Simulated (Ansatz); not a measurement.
A relaxation computed with Ansatz, from input to last step.

```yaml
crystal:
  lattice:
    - [-2.0326240903, 2.0326240903, 7.4479707058]
    - [2.0326240903, -2.0326240903, 7.4479707058]
    - [2.0326240903, 2.0326240903, -7.4479707058]
  atoms:
    - { symbol: Cs, position: [0.0, 0.0, 0.0] }
    - { symbol: As, position: [0.3435484379, 0.3435484379, 0.0] }
    - { symbol: As, position: [0.6564515621, 0.6564515621, 0.0] }
    - { symbol: Ir, position: [0.75, 0.25, 0.5] }
    - { symbol: Ir, position: [0.25, 0.75, 0.5] }
basis:
  ecutwfc: 420
kpoints:
  mp_grid: { grid: [12, 12, 12] }
hamiltonian:
  xc: pbesol
scf:
  occupations: { method: gaussian, width: 0.1 }
output:
  forces: true
  stress: true
  eigenvalues: true
relax:
  adjacent_minimum: "off"
  f_tol: 0.005
  max_steps: 50
  cell: { stress_tol: 0.05 }
```

```bash
ansatz run input.yaml --threads 1 --pin off --max-ram 2560MiB --backend cpu --events-out ev --progress --plain --runs-dir out
```

Level of theory: DFT PBEsol, scalar-relativistic, plane waves, PAW in Ansatz 0.2.0.

Of 6 frames 6 are shown, positions in Å and forces in eV/Å; the SCF threshold varies from step to step. Steps run on the plane waves of an earlier cell, with a Pulay correction in the pressure. The basis is chosen afresh for the last frame, the zero of the energies, and at times for earlier ones too; energy and pressure step there, also at an unchanged geometry.

```xyz
5
Lattice="-2.0326 2.0326 7.4480 2.0326 -2.0326 7.4480 2.0326 2.0326 -7.4480" Properties=species:S:1:pos:R:3:forces:R:3 pbc="T T T" step=1 free_energy_over_end_meV_per_atom=14.18 pressure_GPa=-4.01
Cs    0.0000    0.0000    0.0000    0.0000    0.0000    0.0000
As    0.0000    0.0000    5.1175    0.0000    0.0000   -0.3890
As    0.0000    0.0000    9.7785    0.0000    0.0000    0.3890
Ir    0.0000    2.0326    3.7240    0.0000    0.0000    0.0000
Ir    2.0326    0.0000    3.7240    0.0000    0.0000    0.0000
5
Lattice="-1.9826 1.9826 7.3682 1.9826 -1.9826 7.3682 1.9826 1.9826 -7.3682" Properties=species:S:1:pos:R:3:forces:R:3 pbc="T T T" step=2 free_energy_over_end_meV_per_atom=3.78 pressure_GPa=1.72
Cs    0.0000    0.0000    0.0000    0.0000    0.0000    0.0000
As    0.0000    0.0000    5.0854    0.0000    0.0000    0.2068
As    0.0000    0.0000    9.6509    0.0000    0.0000   -0.2068
Ir    0.0000    1.9826    3.6841    0.0000    0.0000    0.0000
Ir    1.9826    0.0000    3.6841    0.0000    0.0000    0.0000
5
Lattice="-2.0025 2.0025 7.3056 2.0025 -2.0025 7.3056 2.0025 2.0025 -7.3056" Properties=species:S:1:pos:R:3:forces:R:3 pbc="T T T" step=3 free_energy_over_end_meV_per_atom=0.08 pressure_GPa=-0.18
Cs    0.0000    0.0000    0.0000    0.0000    0.0000    0.0000
As    0.0000    0.0000    5.0454    0.0000    0.0000    0.0097
As    0.0000    0.0000    9.5658    0.0000    0.0000   -0.0097
Ir    0.0000    2.0025    3.6528    0.0000    0.0000    0.0000
Ir    2.0025    0.0000    3.6528    0.0000    0.0000    0.0000
5
Lattice="-2.0036 2.0036 7.2598 2.0036 -2.0036 7.2598 2.0036 2.0036 -7.2598" Properties=species:S:1:pos:R:3:forces:R:3 pbc="T T T" step=4 free_energy_over_end_meV_per_atom=-0.19 pressure_GPa=-0.07
Cs    0.0000    0.0000    0.0000    0.0000    0.0000    0.0000
As    0.0000    0.0000    5.0206    0.0000    0.0000    0.0009
As    0.0000    0.0000    9.4990    0.0000    0.0000   -0.0009
Ir    0.0000    2.0036    3.6299    0.0000    0.0000    0.0000
Ir    2.0036    0.0000    3.6299    0.0000    0.0000    0.0000
5
Lattice="-2.0037 2.0037 7.2451 2.0037 -2.0037 7.2451 2.0037 2.0037 -7.2451" Properties=species:S:1:pos:R:3:forces:R:3 pbc="T T T" step=5 free_energy_over_end_meV_per_atom=-0.22 pressure_GPa=0.00
Cs    0.0000    0.0000    0.0000    0.0000    0.0000    0.0000
As    0.0000    0.0000    5.0128    0.0000    0.0000    0.0001
As    0.0000    0.0000    9.4774    0.0000    0.0000   -0.0001
Ir    0.0000    2.0037    3.6226    0.0000    0.0000    0.0000
Ir    2.0037    0.0000    3.6226    0.0000    0.0000    0.0000
5
Lattice="-2.0037 2.0037 7.2451 2.0037 -2.0037 7.2451 2.0037 2.0037 -7.2451" Properties=species:S:1:pos:R:3:forces:R:3 pbc="T T T" step=6 free_energy_over_end_meV_per_atom=0.00 pressure_GPa=0.01
Cs    0.0000    0.0000    0.0000    0.0000    0.0000    0.0000
As    0.0000    0.0000    5.0128    0.0000    0.0000    0.0002
As    0.0000    0.0000    9.4774    0.0000    0.0000   -0.0002
Ir    0.0000    2.0037    3.6226    0.0000    0.0000    0.0000
Ir    2.0037    0.0000    3.6226    0.0000    0.0000    0.0000
```

It took 9.7 min on 1 thread of Arm Neoverse N1 (shared host), peak memory 0.85 GiB.

Spin–orbit coupling is left out, which can shift energies with elements as heavy as these.